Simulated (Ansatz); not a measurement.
Nb:
```
CELL_PARAMETERS angstrom
      4.88544     0.00000     0.00000
     -2.44272     4.23092     0.00000
      0.00000     0.00000     2.66577
ATOMIC_POSITIONS crystal
  Nb 0.00000 0.00000 0.00000
  Nb 0.66667 0.33333 0.50000
  Nb 0.33333 0.66667 0.50000
```

Relaxed with r²SCAN. Special points in fractions of this cell's reciprocal vectors: Γ (0.000, 0.000, 0.000); M (0.500, 0.000, 0.000); K (0.333, 0.333, 0.000); A (0.000, 0.000, 0.500); L (0.500, 0.000, 0.500); H (0.333, 0.333, 0.500).

List the band energies nearest the Fermi level at these points for DFT-r²SCAN with spin–orbit coupling in the program Ansatz with PAW potentials.

In eV from the Fermi level; about four levels below and three above (degenerate sets whole), none deeper than 8.9 eV; points with the same levels are listed once.

```json
[
 {"k": "Γ", "below": "-1.27 -1.27 -1.16 -1.16", "above": "0.61 0.61 0.76 0.76"},
 {"k": "M", "below": "-1.13 -1.13 -1.06 -1.06", "above": "1.34 1.34 2.26 2.26"},
 {"k": "K", "below": "-0.22 -0.22 -0.21 -0.21", "above": "2.90 2.90 2.94 2.94"},
 {"k": "A", "below": "-0.15 -0.15 -0.05 -0.05", "above": "1.23 1.23 1.32 1.32"},
 {"k": "L", "below": "-1.01 -1.01 -0.64 -0.64", "above": "0.91 0.91 0.96 0.96"},
 {"k": "H", "below": "-2.13 -2.13 -2.13 -2.13 -1.29 -1.29", "above": "0.10 0.10 0.21 0.21"}
]
```

Space group P6/mmm. The start of the workflow was typed in or built on a structure type; neither database checked (COD, Materials Project) lists it. It is not the phase usual at ambient conditions (space group No. 229). The cell was relaxed with r²SCAN under the symmetry of its start; whether a distortion lowers the energy is not shown. The run is not spin-polarised.

Potentials: the earlier of the program's two PAW sets.
